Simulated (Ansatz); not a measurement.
A trial cell of CsSi6P8, before relaxation:

```
Cs Si P
1.0
     0.00000    5.18173    5.18173
     5.18173    0.00000    5.18173
     5.18173    5.18173    0.00000
Cs Si P
1 6 8
Direct
  0.50000 0.50000 0.50000
  0.50000 0.00000 0.50000
  0.50000 0.00000 0.00000
  0.00000 0.00000 0.50000
  0.00000 0.50000 0.00000
  0.00000 0.50000 0.50000
  0.50000 0.50000 0.00000
  0.85757 0.42729 0.85757
  0.14243 0.14243 0.14243
  0.85757 0.85757 0.85757
  0.57271 0.14243 0.14243
  0.85757 0.85757 0.42729
  0.42729 0.85757 0.85757
  0.14243 0.14243 0.57271
  0.14243 0.57271 0.14243
```

The calculation used Ansatz 0.2.0, DFT PBE, scalar-relativistic, plane waves, PAW. Cutoff 420 eV, Gaussian smearing, Γ-centred meshes. Cell and atoms relax first on a coarse mesh and then on a finer one. In between, the cell is made exact in the group found at 0.06 Å. In metals the finer mesh still leaves noise of several meV/atom or more. The steps can't lower the symmetry of their start. No spin polarisation.

A guess keeps its type if space group and coordination stay and the shape of the cell changes little (axis ratios within about 15 %, angles within 6°); the volume may change.

Q: Does this structure survive the relaxation?

A: It keeps its type. The symmetry stays Fm-3m (No. 225). The volume per atom grows by 19.4 %, from 18.6 to 22.2 Å³. The shortest distance goes from 2.16 Å (Si–P) to 2.33 Å (Si–P). Counting neighbours within 15 % of an atom's shortest distance, the start has Cs 12, P 3, Si 4 and the end Cs 12, P 3, Si 4.

The zero of energy is the elements' standard structures at the same level; no fitted shifts are applied. The references include black phosphorus.

Q: At what energy does it end?

A: +0.44 eV/atom. A positive value: parting into the elements would lower its energy.

The last run used a 6×6×6 mesh for its 15-atom cell and Gaussian smearing of 0.10 eV. An odd number of electrons in the primitive cell allows no gap without spin; a larger cell or a magnetic state could open one. The cell is a metal run without spin; a magnetic state may lie lower. The reference form of P is held partly by dispersion forces, which this level lacks. A structure relaxed within its symmetry needn't be a true minimum.
